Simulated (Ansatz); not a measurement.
NbN (rock salt)

```
CELL_PARAMETERS angstrom
      0.00000     2.19004     2.19004
      2.19004     0.00000     2.19004
      2.19004     2.19004     0.00000
ATOMIC_POSITIONS crystal
  N  0.00000 0.00000 0.00000
  Nb 0.50000 0.50000 0.50000
```

The slice is a {110} plane (indices of the conventional cell) through the point (0.000, 0.000, 0.000) (fractional), spanned by u = [100] and v = [1 -1 -1] in vectors of this cell: u (3.10 Å) and v (4.38 Å, at 90° to u). It covers one period; positions are fractions (u, v).

Calculation: PBEsol (plane waves to 420 eV, PAW, scalar-relativistic; Ansatz, an electronic-structure program). k mesh 18×18×18. Inside the PAW spheres the values are not all-electron values, and peaks at nuclei hang on which shells count as valence. NbN is run without spin polarisation. NbN was relaxed with its symmetry unable to fall. This is a high-temperature form of NbN.

Three fields on this plane, each scaled to ten steps between its own extremes (0 low, 9 high; the total valence density on a logarithmic scale, the potential cut 8 eV below its top; x marks points blanked near nuclei; v = 0 in the bottom row):

Map A
```
|xxxx6877786xxx|
|xxxx8888888xxx|
|xxx799999997xx|
|x3578999998753|
|00147899987410|
|x0003799973000|
|xxx004898400xx|
|xxxx0168610xxx|
|xxxx0057500xxx|
|xxxxx05750xxxx|
|xxxx0057500xxx|
|xxxx0168610xxx|
|xxx004898400xx|
|x0003799973000|
|00147899987410|
|x3578999998753|
|xxx799999997xx|
|xxxx8888888xxx|
|xxxx6877786xxx|
|xxxxx77777xxxx|
```

Map B
```
|xxxx7422247xxx|
|xxxx6321236xxx|
|xxx642101246xx|
|x7642100012467|
|76532100012356|
|x9853100013589|
|xxx952101259xx|
|xxxx7321237xxx|
|xxxx9422249xxx|
|xxxxx52225xxxx|
|xxxx9422249xxx|
|xxxx7321237xxx|
|xxx952101259xx|
|x9853100013589|
|76532100012356|
|x7642100012467|
|xxx642101246xx|
|xxxx6321236xxx|
|xxxx7422247xxx|
|xxxxx42224xxxx|
```

Map C
```
|xxxx9410149xxx|
|xxxx8310138xxx|
|xxx952101259xx|
|x7642100012467|
|00000000000000|
|x3200000000023|
|xxx510000015xx|
|xxxx3000003xxx|
|xxxx5000005xxx|
|xxxxx00000xxxx|
|xxxx5000005xxx|
|xxxx3000003xxx|
|xxx510000015xx|
|x3200000000023|
|00000000000000|
|x7642100012467|
|xxx952101259xx|
|xxxx8310138xxx|
|xxxx9410149xxx|
|xxxxx41014xxxx|
```

Problem. Assign the maps to these fields: electron localisation function (ELF); valence electron density; electrostatic potential energy of an electron, from the cell's mean.

Solution. A is the electrostatic potential energy of an electron, from the cell's mean; B is the valence electron density; C is the electron localisation function (ELF).
